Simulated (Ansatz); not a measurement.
MgCu3H (anti-perovskite, space group No. 221) at seven volumes, the program Ansatz at the r²SCAN level (PAW), scaled uniformly. One row is withheld.

```json
[
 {"V (Å³/atom)": "9.957", "P (GPa)": "13.40"},
 {"V (Å³/atom)": "10.285", "P (GPa)": "8.16"},
 {"V (Å³/atom)": "10.613", "P (GPa)": "?"},
 {"V (Å³/atom)": "10.941", "P (GPa)": "0.00"},
 {"V (Å³/atom)": "11.270", "P (GPa)": "-3.15"},
 {"V (Å³/atom)": "11.598", "P (GPa)": "-5.82"},
 {"V (Å³/atom)": "11.926", "P (GPa)": "-8.08"}
]
```

**Question.** Fit the shown pressures and predict the withheld one.

**Answer.** Third-order Birch–Murnaghan: P = (3/2)B₀(x^(7/2) − x^(5/2))[1 + (3/4)(B′ − 4)(x − 1)] with x = (V₀/V)^(2/3). Least squares on the six rows gives V₀ = 10.942 Å³/atom, B₀ = 114.3 GPa, B′ = 4.61. At V = 10.613, x = 1.0206 and P = 3.74 GPa. The run itself gave 3.74 GPa.

Space group Pm-3m (anti-perovskite). The start of the workflow was typed in or built on a structure type; neither database checked (COD, Materials Project) lists it. Its standing as an ambient phase is unchecked. The cell was relaxed with r²SCAN under the symmetry of its start; whether a distortion lowers the energy is not shown. The run is not spin-polarised.

Potentials: the earlier of the program's two PAW sets.
